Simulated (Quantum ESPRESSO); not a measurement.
# Al3ZnAs3S: finding a planted mistake in a log

Simulated, not a measurement. The program is pw.x of Quantum ESPRESSO 7.5 (plane-wave density functional theory). The cell is made up: 8 atoms on a zincblende/diamond lattice, with randomly drawn elements, strain and displacements, not relaxed. PseudoDojo standard norm-conserving files (v0.5 for PBE, v0.4.1 for LDA and PBEsol) set the functional; there is no spin polarisation, spin-orbit coupling or dispersion term, and the masses in the input are unused placeholders.

Intended input:

```
&control calculation='scf', pseudo_dir='./dojo.nc.sr.pbe.v0_5.standard.upf', outdir='./o', disk_io='medium', tprnfor=.true., tstress=.true. /
&system ibrav=0, nat=8, ntyp=4, nbnd=46, ecutwfc=84.00895049, nosym=.true., tot_charge=0,
 occupations='smearing', smearing='fd', degauss=0.0018374661
/
&electrons conv_thr=7.350e-09, electron_maxstep=60, /
ATOMIC_SPECIES
Al 1.0 Al.upf
As 1.0 As.upf
S 1.0 S.upf
Zn 1.0 Zn.upf
CELL_PARAMETERS angstrom
5.7667 0.0 0.0
0.0 5.7667 0.0
0.0 0.0 5.7667
ATOMIC_POSITIONS angstrom
Al 0.0301 -0.016 0.0703
Zn 0.0239 2.9952 2.9158
Al 2.8909 -0.0958 2.863
Al 2.8728 2.747 0.1132
As 1.3938 1.3008 1.4052
As 1.3603 4.3201 4.1996
S 4.3935 1.4637 4.4239
As 4.3576 4.4266 1.4667
K_POINTS automatic
4 4 4 1 1 1
```

The log is shortened where brackets say so; the opening notice, blank lines, dates and the lines on written files are dropped, and the path of the files is cut. It prints rydbergs, bohrs and kilobars, and counts compression as positive stress. Where no state is partly filled, the Fermi energy that it prints is only some level between the filled and the empty states on the mesh, and need not lie in the true gap.

Log of the intended run:

```
     Program PWSCF v.7.5
     Parallel version (MPI & OpenMP), running on       1 processor cores
     Number of MPI processes:                 1
     Threads/MPI process:                     1
     [start-up lines left out]
     bravais-lattice index     =            0
     lattice parameter (alat)  =      10.8975  a.u.
     unit-cell volume          =    1294.1323 (a.u.)^3
     number of atoms/cell      =            8
     number of atomic types    =            4
     number of electrons       =        80.00
     number of Kohn-Sham states=           46
     kinetic-energy cutoff     =      84.0090  Ry
     charge density cutoff     =     336.0358  Ry
     scf convergence threshold =      7.3E-09
     mixing beta               =       0.7000
     number of iterations used =            8  plain     mixing
     Exchange-correlation= PBE
                           (   1   4   3   4   0   0   0)
     [axes and pseudopotential details left out]
   Cartesian axes
     site n.     atom                  positions (alat units)
         1        Al     tau(   1) = (   0.0052196  -0.0027746   0.0121907  )
         2        Zn     tau(   2) = (   0.0041445   0.5193958   0.5056271  )
         3        Al     tau(   3) = (   0.5013092  -0.0166126   0.4964711  )
         4        Al     tau(   4) = (   0.4981705   0.4763556   0.0196299  )
         5        As     tau(   5) = (   0.2416980   0.2255710   0.2436749  )
         6        As     tau(   6) = (   0.2358888   0.7491460   0.7282501  )
         7        S      tau(   7) = (   0.7618742   0.2538193   0.7671459  )
         8        As     tau(   8) = (   0.7556488   0.7676141   0.2543396  )
     number of k points=    32  Fermi-Dirac smearing, width (Ry)=  0.0018
                       cart. coord. in units 2pi/alat
        k(    1) = (   0.1250000   0.1250000   0.1250000), wk =   0.0625000
        k(    2) = (   0.1250000   0.1250000   0.3750000), wk =   0.0625000
     [further k points left out]
     Dense  grid:   134395 G-vectors     FFT dimensions: (  64,  64,  64)
     Estimated max dynamical RAM per process >     188.59 MB
     Initial potential from superposition of free atoms
     starting charge      79.9918, renormalised to      80.0000
     Starting wfcs are   53 randomized atomic wfcs
     total cpu time spent up to now is       23.0 secs
     per-process dynamical memory:   102.3 Mb
     Self-consistent Calculation
     iteration #  1     ecut=    84.01 Ry     beta= 0.70
     Davidson diagonalization with overlap
     ethr =  1.00E-02,  avg # of iterations =  3.9
     Threshold (ethr) on eigenvalues was too large:
     Diagonalizing with lowered threshold
     Davidson diagonalization with overlap
     ethr =  4.37E-04,  avg # of iterations =  2.8
     total cpu time spent up to now is      127.0 secs
     total energy              =   -1090.55085238 Ry
     estimated scf accuracy    <       0.34957801 Ry
     iteration #  2     ecut=    84.01 Ry     beta= 0.70
     Davidson diagonalization with overlap
     ethr =  4.37E-04,  avg # of iterations =  4.2
     total cpu time spent up to now is      176.1 secs
     total energy              =   -1090.62091445 Ry
     estimated scf accuracy    <       0.13030941 Ry
     [iterations 3 to 8 left out]
     iteration #  9     ecut=    84.01 Ry     beta= 0.70
     Davidson diagonalization with overlap
     ethr =  2.28E-10,  avg # of iterations =  2.9
     total cpu time spent up to now is      497.1 secs
     total energy              =   -1090.65481271 Ry
     estimated scf accuracy    <          8.4E-09 Ry
     iteration # 10     ecut=    84.01 Ry     beta= 0.70
     Davidson diagonalization with overlap
     ethr =  1.05E-11,  avg # of iterations =  4.7
     total cpu time spent up to now is      549.6 secs
     End of self-consistent calculation
     [lines on levels left out]
     the Fermi energy is     6.8157 ev
!    total energy              =   -1090.65481271 Ry
     estimated scf accuracy    <          4.9E-09 Ry
     smearing contrib. (-TS)   =      -0.00000000 Ry
     internal energy E=F+TS    =   -1090.65481271 Ry
     The total energy is F=E-TS. E is the sum of the following terms:
     one-electron contribution =    -891.82481322 Ry
     hartree contribution      =     470.22038897 Ry
     xc contribution           =    -200.07362945 Ry
     ewald contribution        =    -468.97675901 Ry
     convergence has been achieved in  10 iterations
     Forces acting on atoms (cartesian axes, Ry/au):
     atom    1 type  1   force =    -0.01300585   -0.01740815   -0.05881565
     atom    2 type  4   force =    -0.01993371   -0.03784612   -0.03921013
     atom    3 type  1   force =    -0.01188110    0.02880096    0.01455993
     atom    4 type  1   force =     0.00188802    0.03694982   -0.02950944
     atom    5 type  2   force =     0.02603249    0.04649474    0.05121553
     atom    6 type  2   force =     0.04795860    0.00879051    0.07661232
     atom    7 type  3   force =    -0.02040202   -0.01242587   -0.00313232
     atom    8 type  2   force =    -0.01065643   -0.05335589   -0.01172025
     Total force =     0.167655     Total SCF correction =     0.000357
     Computing stress (Cartesian axis) and pressure
          total   stress  (Ry/bohr**3)                   (kbar)     P=      -18.82
  -0.00011269   0.00013698   0.00001525          -16.58       20.15        2.24
   0.00013698  -0.00014444   0.00005103           20.15      -21.25        7.51
   0.00001525   0.00005103  -0.00012670            2.24        7.51      -18.64
     init_run     :     19.73s CPU     22.85s WALL (       1 calls)
     electrons    :    508.20s CPU    527.76s WALL (       1 calls)
     forces       :      8.68s CPU      8.80s WALL (       1 calls)
     stress       :     25.24s CPU     25.36s WALL (       1 calls)
     [timing details left out]
     PWSCF        :   9m22.13s CPU   9m45.28s WALL
     JOB DONE.
```

A second run was made from an input with one planted mistake. Its log:

```
     Program PWSCF v.7.5
     Parallel version (MPI & OpenMP), running on       1 processor cores
     Number of MPI processes:                 1
     Threads/MPI process:                     1
     [start-up lines left out]
     bravais-lattice index     =            0
     lattice parameter (alat)  =      10.8975  a.u.
     unit-cell volume          =    1294.1323 (a.u.)^3
     number of atoms/cell      =            8
     number of atomic types    =            4
     number of electrons       =        80.00
     number of Kohn-Sham states=           46
     kinetic-energy cutoff     =      42.6292  Ry
     charge density cutoff     =     170.5169  Ry
     scf convergence threshold =      7.3E-09
     mixing beta               =       0.7000
     number of iterations used =            8  plain     mixing
     Exchange-correlation= PBE
                           (   1   4   3   4   0   0   0)
     [axes and pseudopotential details left out]
   Cartesian axes
     site n.     atom                  positions (alat units)
         1        Al     tau(   1) = (   0.0052196  -0.0027746   0.0121907  )
         2        Zn     tau(   2) = (   0.0041445   0.5193958   0.5056271  )
         3        Al     tau(   3) = (   0.5013092  -0.0166126   0.4964711  )
         4        Al     tau(   4) = (   0.4981705   0.4763556   0.0196299  )
         5        As     tau(   5) = (   0.2416980   0.2255710   0.2436749  )
         6        As     tau(   6) = (   0.2358888   0.7491460   0.7282501  )
         7        S      tau(   7) = (   0.7618742   0.2538193   0.7671459  )
         8        As     tau(   8) = (   0.7556488   0.7676141   0.2543396  )
     number of k points=    32  Fermi-Dirac smearing, width (Ry)=  0.0018
                       cart. coord. in units 2pi/alat
        k(    1) = (   0.1250000   0.1250000   0.1250000), wk =   0.0625000
        k(    2) = (   0.1250000   0.1250000   0.3750000), wk =   0.0625000
     [further k points left out]
     Dense  grid:    48501 G-vectors     FFT dimensions: (  45,  45,  45)
     Estimated max dynamical RAM per process >      70.26 MB
     Check: negative core charge=   -0.000174
     Initial potential from superposition of free atoms
     starting charge      79.9918, renormalised to      80.0000
     negative rho (up, down):  7.565E-04 0.000E+00
     Starting wfcs are   53 randomized atomic wfcs
     total cpu time spent up to now is        5.9 secs
     per-process dynamical memory:    42.2 Mb
     Self-consistent Calculation
     iteration #  1     ecut=    42.63 Ry     beta= 0.70
     Davidson diagonalization with overlap
     ethr =  1.00E-02,  avg # of iterations =  3.5
     negative rho (up, down):  1.994E-04 0.000E+00
     total cpu time spent up to now is       18.5 secs
     total energy              =   -1078.25778681 Ry
     estimated scf accuracy    <       2.54547238 Ry
     iteration #  2     ecut=    42.63 Ry     beta= 0.70
     Davidson diagonalization with overlap
     ethr =  3.18E-03,  avg # of iterations =  2.0
     negative rho (up, down):  8.237E-05 0.000E+00
     total cpu time spent up to now is       29.5 secs
     total energy              =   -1078.54096633 Ry
     estimated scf accuracy    <       0.49373749 Ry
     [iterations 3 to 8 left out]
     iteration #  9     ecut=    42.63 Ry     beta= 0.70
     Davidson diagonalization with overlap
     ethr =  5.14E-10,  avg # of iterations =  3.8
     total cpu time spent up to now is      124.5 secs
     total energy              =   -1078.70841076 Ry
     estimated scf accuracy    <       0.00000008 Ry
     iteration # 10     ecut=    42.63 Ry     beta= 0.70
     Davidson diagonalization with overlap
     ethr =  1.04E-10,  avg # of iterations =  2.0
     total cpu time spent up to now is      136.4 secs
     End of self-consistent calculation
     [lines on levels left out]
     the Fermi energy is     6.7101 ev
!    total energy              =   -1078.70841078 Ry
     estimated scf accuracy    <          6.0E-09 Ry
     smearing contrib. (-TS)   =      -0.00000000 Ry
     internal energy E=F+TS    =   -1078.70841078 Ry
     The total energy is F=E-TS. E is the sum of the following terms:
     one-electron contribution =    -866.49421409 Ry
     hartree contribution      =     452.42450744 Ry
     xc contribution           =    -195.66194510 Ry
     ewald contribution        =    -468.97675902 Ry
     convergence has been achieved in  10 iterations
     Forces acting on atoms (cartesian axes, Ry/au):
     atom    1 type  1   force =    -0.00925824   -0.01588681   -0.05725600
     atom    2 type  4   force =    -0.02879571   -0.05417203   -0.02035015
     atom    3 type  1   force =    -0.00977008    0.02786655    0.00885997
     atom    4 type  1   force =     0.00375928    0.03805060   -0.02982870
     atom    5 type  2   force =     0.02391567    0.05029229    0.05100516
     atom    6 type  2   force =     0.04720497    0.01143366    0.06914432
     atom    7 type  3   force =    -0.01890617   -0.01223875   -0.00444162
     atom    8 type  2   force =    -0.00814972   -0.04534551   -0.01713298
     Total force =     0.163959     Total SCF correction =     0.000707
     Computing stress (Cartesian axis) and pressure
          total   stress  (Ry/bohr**3)                   (kbar)     P=    -5563.96
  -0.03779781   0.00014004   0.00001119        -5560.25       20.60        1.65
   0.00014004  -0.03785137   0.00004600           20.60    -5568.13        6.77
   0.00001119   0.00004600  -0.03781988            1.65        6.77    -5563.50
     init_run     :      5.37s CPU      5.78s WALL (       1 calls)
     electrons    :    123.86s CPU    130.52s WALL (       1 calls)
     forces       :      1.95s CPU      1.97s WALL (       1 calls)
     stress       :      8.03s CPU      8.08s WALL (       1 calls)
     [timing details left out]
     PWSCF        :   2m19.39s CPU   2m26.69s WALL
     JOB DONE.
```

Question: what was wrong in the second input?

Answer: the plane-wave cutoff is too low. The input lines that differ, file-writing options aside:

```
- &system ibrav=0, nat=8, ntyp=4, nbnd=46, ecutwfc=84.00895049, nosym=.true., tot_charge=0,
+ &system ibrav=0, nat=8, ntyp=4, nbnd=46, ecutwfc=42.62921372, nosym=.true., tot_charge=0,
```

|  | intended run | run with the mistake |
| --- | --- | --- |
| free energy (eV) | -14839.115 | -14676.576 |
| smearing term -TS (eV) | 0.0000 | 0.0000 |
| pressure (GPa) | -1.88 | -556.40 |
| largest force component (eV/Å) | 1.970 | 1.778 |
| largest change of a force component (eV/Å) |  | 0.485 |
| iterations | 10 | 10 |

For scale, a rerun of the intended cell at 1437 eV and a 6 x 6 x 6 mesh moved values by no more than 0.007 eV in energy, 0.02 GPa in stress and 0.002 eV/Å in force.